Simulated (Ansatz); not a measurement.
PbS at several levels of theory

One geometry, relaxed with PBE+D3(BJ), and single points on it; plane waves with PAW potentials in Ansatz, scalar-relativistic unless the row names spin-orbit coupling. No spin polarisation. Meshes are on the primitive cell of 2 atoms. Gaps are the least over mesh and band path; pressure is positive in compression. Smearing is Gaussian, 0.02 eV. Rows that don't name D3 lack it, which shows in their pressure.

```cif
data_structure
_symmetry_space_group_name_H-M 'Fm-3m'
_symmetry_Int_Tables_number 225
_cell_length_a 5.9359
_cell_length_b 5.9359
_cell_length_c 5.9359
_cell_angle_alpha 90.000
_cell_angle_beta 90.000
_cell_angle_gamma 90.000
_cell_volume 209.15
loop_
_atom_site_label
_atom_site_type_symbol
_atom_site_symmetry_multiplicity
_atom_site_Wyckoff_symbol
_atom_site_fract_x
_atom_site_fract_y
_atom_site_fract_z
_atom_site_occupancy
Pb1 Pb 4 a 0.00000 0.00000 0.00000 1
S1 S 4 b 0.50000 0.00000 0.00000 1
```

```csv
level,cutoff (eV),k mesh,gap (eV),pressure (GPa),rough cost with bands (core-min)
PBE+D3(BJ),420,10×10×10,0.36,0.0,0.2
```

What do r2SCAN, PBE+D3(BJ) with spin-orbit coupling, LDA give on the same cell?

```csv
level,cutoff (eV),k mesh,gap (eV),pressure (GPa),rough cost with bands (core-min)
r2SCAN,500,10×10×10,0.62,1.2,0.4
PBE+D3(BJ) with spin-orbit coupling,420,10×10×10,0.08,-0.5,0.4
LDA,420,10×10×10,0.24,-2.7,0.21
```

Spin-orbit coupling is left out except in a row that names it, which matters for the bands of heavy elements.